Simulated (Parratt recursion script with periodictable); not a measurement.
How fast does roughness lower the EUV peak of a Si/Y multilayer on Si?

```
layer, from the top  thickness (Å)  density (g/cm³)  rms roughness of its top face (Å)  δ at 13.5 nm  β at 13.5 nm
-------------------  -------------  ---------------  ---------------------------------  ------------  ------------
Si (in each period)           38.6            2.313                             varied  9.927 × 10⁻⁴      0.001813
Y (in each period)            31.5            4.371                             varied       0.02576      0.002238
Si (substrate)                   –            2.313                                  2  9.927 × 10⁻⁴      0.001813
```

The refractive index is n = 1 − δ + iβ; the runs take δ and β at each wavelength of the scan. Vacuum lies above.

Densities are inputs, not measurements. They were set from computed cells of the Materials Project: Si from entry mp-149 (Fd-3m, 2.313 g/cm³); Y from entry mp-112 (P6₃/mmc, 4.371 g/cm³). A layer's crystal structure does not enter its constants, only its composition and density.

Method: EUV and soft X-ray reflectivity, Parratt recursion, Névot-Croce roughness, Henke tables (Parratt recursion script with periodictable 1.7.1).

Light falls at α = 10° from the surface normal. It is s-polarised. The wavelength is scanned from 12.42 to 14.58 nm in 161 evenly spaced points, without smoothing. The peak is the highest scan point; its wavelength and height come from a parabola through R at that point and its two neighbours.

The pair is repeated 80 times. The runs differ only in σ, the roughness on top of both layers of each period; the substrate's stays as listed.

| σ (Å) | peak λ (nm) | peak R (%) |
|---|---|---|
| 2 | 13.630 | 56.0 |
| 3 | 13.630 | 55.2 |
| 9 | 13.628 | ? |

Problem. Estimate the peak reflectivity at σ = 9 Å from a line of ln R against σ², and compare with the factor exp[−(2πσ/D)²] for one weak reflection.

Solution. With R₀ = 56.0 % of the first row, ln(R/R₀) is 0.0000 at σ² = 4, −0.0144 at σ² = 9 Å². The line through them has slope −0.00288 Å⁻² and intercept 0.0115, which gives 44.9 % at σ² = 81 Å². For D = 70.1 Å, (2π/D)² = 0.00803 Å⁻², and that slope from the first row gives 30.2 %.

The run gave 43.0 %, so the line misses by 1.9 points. The fitted slope is 0.36 of (2π/D)² in size.
